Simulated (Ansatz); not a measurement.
Crystals of one structure type (rock salt) and one family of elements, relaxed and computed with plane-wave PAW r²SCAN (Ansatz code).

```json
[
 {"crystal": "NaI", "gap (eV)": "4.45", "electron conductivity mass (mₑ)": "0.28"},
 {"crystal": "KI", "gap (eV)": "4.58", "electron conductivity mass (mₑ)": "0.34"},
 {"crystal": "RbBr", "gap (eV)": "4.89", "electron conductivity mass (mₑ)": "0.38"},
 {"crystal": "KBr", "gap (eV)": "5.07", "electron conductivity mass (mₑ)": "0.39"},
 {"crystal": "KCl", "gap (eV)": "5.83", "electron conductivity mass (mₑ)": "?"},
 {"crystal": "KF", "gap (eV)": "6.91", "electron conductivity mass (mₑ)": "0.54"},
 {"crystal": "NaF", "gap (eV)": "7.28", "electron conductivity mass (mₑ)": "0.57"}
]
```

Fit a straight line to ln m* against ln E_g and predict the withheld value.

Least squares on the 6 shown rows: ln m* = 1.24 × ln E_g + (-3.003), with a scatter of 6 %. For KCl this gives 0.44. The run itself gave 0.45, within the scatter.

All cells were relaxed under the symmetry of their starts (and spin orders); stability against distortions was not tested throughout. Scalar-relativistic: spin–orbit coupling is off unless named, which matters more the heavier the elements.

Potentials: the later of the program's two PAW sets.
